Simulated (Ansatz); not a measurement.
A geometry of La$_{2}$O$_{3}$ away from equilibrium: step 2 of the relaxation of a generated cell, La2O3 built in the Bi2Te3 structure type. All values below come from r2SCAN (plane waves to 500 eV, PAW, scalar-relativistic; Ansatz, a program for electronic structure). Γ-centred k-mesh 11×11×11 on the run's cell, Fermi–Dirac smearing 0.05 eV. The plane waves were selected for a different cell earlier on the path.

```xyz
5
Lattice="1.7434 1.0065 7.8201 -1.7434 1.0065 7.8201 0.0000 -2.0131 7.8201" Properties=species:S:1:pos:R:3 pbc="T T T"
La     0.0000     0.0000     9.5543
La     0.0000     0.0000    13.9060
O      0.0000     0.0000     0.0000
O      0.0000     0.0000     5.0266
O      0.0000     0.0000    18.4337
```

Problem. Give the Cartesian forces on all atoms (eV/Å).

Solution. 
```
atom    Fx    Fy     Fz
----  ----  ----  -----
La1   0.00  0.00   0.97
La2   0.00  0.00  -0.97
O3    0.00  0.00   0.00
O4    0.00  0.00   1.57
O5    0.00  0.00  -1.57
```

The path ends in R-3m (No. 166). No spin polarisation in the result.

The run could not lose the symmetry of its start: the end is stationary, and may be a saddle point rather than a minimum.

The end of the path is a generated cell of La2O3: the first start was made by placing the elements on the sites of a structure type, and the end was not matched to a known phase here, so it may be hypothetical. Known forms of La2O3 include space group No. 164.
